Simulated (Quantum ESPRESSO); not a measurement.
Field gradients of BaSrYSbO₆ from PBE PAW (JTH datasets; density from pw.x of a modified build of Quantum ESPRESSO, gradients reconstructed from it by a script). The input of pw.x:

```
&CONTROL
  calculation = 'scf'
  prefix = 'x'
  pseudo_dir = './pseudo'
  outdir = './out'
  tprnfor = .true.
/
&SYSTEM
  ibrav = 0
  nat = 10
  ntyp = 5
  ecutwfc = 45
  ecutrho = 180
  occupations = 'fixed'
  nbnd = 45
/
&ELECTRONS
  conv_thr = 1e-11
/
ATOMIC_SPECIES
Ba 137.327 Ba.GGA_PBE-JTH.UPF
Sr 87.620 Sr.GGA_PBE-JTH.UPF
Y 88.906 Y.GGA_PBE-JTH.UPF
Sb 121.760 Sb.GGA_PBE-JTH.UPF
O 15.999 O.GGA_PBE-JTH.UPF
CELL_PARAMETERS angstrom
    0.000000000000     4.232600000000     4.232600000000
    4.232600000000     0.000000000000     4.232600000000
    4.232600000000     4.232600000000     0.000000000000
ATOMIC_POSITIONS crystal
Ba     0.250000000000     0.250000000000     0.250000000000
Sr     0.750000000000     0.750000000000     0.750000000000
Y      0.500000000000     0.500000000000     0.500000000000
Sb     0.000000000000     0.000000000000     0.000000000000
O      0.763080000000     0.236920000000     0.236920000000
O      0.763080000000     0.236920000000     0.763080000000
O      0.236920000000     0.763080000000     0.763080000000
O      0.236920000000     0.763080000000     0.236920000000
O      0.763080000000     0.763080000000     0.236920000000
O      0.236920000000     0.236920000000     0.763080000000
K_POINTS automatic
5 5 5 0 0 0
```
The geometry is a computed Materials Project entry, not a measured one. It is BaSrYSbO6 in F-43m; whether this form has been observed was not checked. Stability against distortions was not tested. The run has no spin polarisation.

Vzz is the sum of three terms, each taken along its main axis: the smooth valence density, the ions (nucleus and frozen core) with the augmentation charges of all other spheres, and the all-electron minus smooth density in the atom's own sphere. The split hangs on the datasets.  Cores are frozen. Against all-electron runs on small test molecules, this scheme's |Vzz| missed by −2 to +6 % on O.

| site | smooth valence density | ions and other spheres | own sphere | Vzz (a.u.) |
|---|---|---|---|---|
| O (atoms 5, 6, 7, 8, 9, 10) | -0.222 | 0.397 | ? | ? |

### Question
Fill in the missing entries.

### Answer

- O (atoms 5, 6, 7, 8, 9, 10), own sphere: 0.492
- O (atoms 5, 6, 7, 8, 9, 10), Vzz (a.u.): 0.667
